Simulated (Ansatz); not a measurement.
# Structures of CsTa: which is lowest?

Plane-wave DFT in Ansatz with scalar-relativistic PAW potentials, cutoff 420 eV, Γ-centred meshes chosen by cell and gap, Gaussian smearing with energies taken to zero width. Every cell was relaxed (cell and atoms) in a run of its own, within the symmetry of its start. Functional: PBE.

Relaxed structures (starts from databases or built by putting these elements on another compound's sites):
A. R-3m, 2 atoms in the computed cell, a = 3.192 Å, c = 20.210 Å; sites (symmetry × multiplicity) Cs -3m × 3, Ta -3m × 3; start: built
B. P4/mmm, 2 atoms in the computed cell, a = 3.085 Å, c = 6.617 Å; sites (symmetry × multiplicity) Cs 4/mmm × 1, Ta 4/mmm × 1; start: built

Q: Rank them by energy. Could pressure change the order?

A:
| structure | group | E − E(lowest) (meV/atom) | V (Å³/atom) | gap on mesh (eV) |
| --- | --- | --- | --- | --- |
| A | R-3m | 0.0 | 29.73 | 0.00 |
| B | P4/mmm | 183 | 31.48 | 0.00 |

A is lowest, 183 meV/atom under B. The lowest is also the densest of these, so pressure wouldn't bring one of the others in at first order. Other structures may lie lower than all of these, and vibrations aren't counted.

Spin-orbit coupling is left out, which matters for the bands of heavy elements.